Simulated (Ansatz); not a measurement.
Values for one crystal, relaxed and computed with r²SCAN in the plane-wave PAW code Ansatz; other levels are named.

| Item | Result |
|---|---|
| Volume per atom | 11.42 Å³ |
| Band gap | 5.52 eV (indirect) |
| Electron effective mass | 0.59, 0.67, 0.67 mₑ (principal values) |
| Bulk modulus (Birch–Murnaghan fit) | 55.8 GPa |
| Pressure derivative B′ | 3.0 |
| Conduction-band minimum | at Γ |
| Valence-band maximum | at N |

**Question.** Which compound is it?
A. GaAs, Pm-3n (Ga on 6c, As on 6d)
B. SiO2, Pbcn (Si on 4c, O on 8d)
C. ZnO, wurtzite
D. BAsO4, I-4 (B on 2d, As on 2a, O on 8g)

**Answer.** D, BAsO4, I-4 (B on 2d, As on 2a, O on 8g)

The first step of the workflow began from a Materials Project structure, measured or hypothetical; the Crystallography Open Database files this formula in space group No. 82, but the cells were not matched. Whether it is the stable phase at ambient conditions was not checked. The cell was relaxed with r²SCAN under the symmetry of its start; whether a distortion lowers the energy is not shown. Scalar-relativistic: spin–orbit coupling is off unless named, which matters more the heavier the elements.

Potentials: the later of the program's two PAW sets.
